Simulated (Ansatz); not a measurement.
This input was given to a development build of Ansatz:

```json
{
 "crystal": {
  "lattice": [
   [
    4.17,
    2.085,
    2.085
   ],
   [
    2.085,
    4.17,
    2.085
   ],
   [
    2.085,
    2.085,
    4.17
   ]
  ],
  "atoms": [
   {
    "symbol": "Ni",
    "position": [
     0,
     0,
     0
    ],
    "spin": 2
   },
   {
    "symbol": "Ni",
    "position": [
     0.5,
     0.5,
     0.5
    ],
    "spin": -2
   },
   {
    "symbol": "O",
    "position": [
     0.25,
     0.25,
     0.25
    ],
    "spin": 0
   },
   {
    "symbol": "O",
    "position": [
     0.75,
     0.75,
     0.75
    ],
    "spin": 0
   }
  ]
 },
 "kpoints": {
  "mp_grid": {
   "grid": [
    1,
    1,
    1
   ],
   "shift": [
    0,
    0,
    0
   ]
  }
 },
 "hamiltonian": {
  "xc": "pbe",
  "pseudopotentials": {
   "kind": "paw"
  },
  "hubbard": {
   "sites": [
    {
     "species": "Ni",
     "l": "d",
     "u_eff": 5
    }
   ]
  }
 },
 "scf": {
  "occupations": {
   "method": "fixed"
  }
 },
 "output": {
  "forces": false,
  "stress": false,
  "embedding": [
   {
    "level": "rpa",
    "virtuals_per_occupied": 2
   }
  ]
 },
 "magnetization": {
  "spin_polarized": true
 }
}
```

Question: The program stopped without a result. What is wrong?

Answer: A correlated level can't be built on orbitals with a Hubbard term.
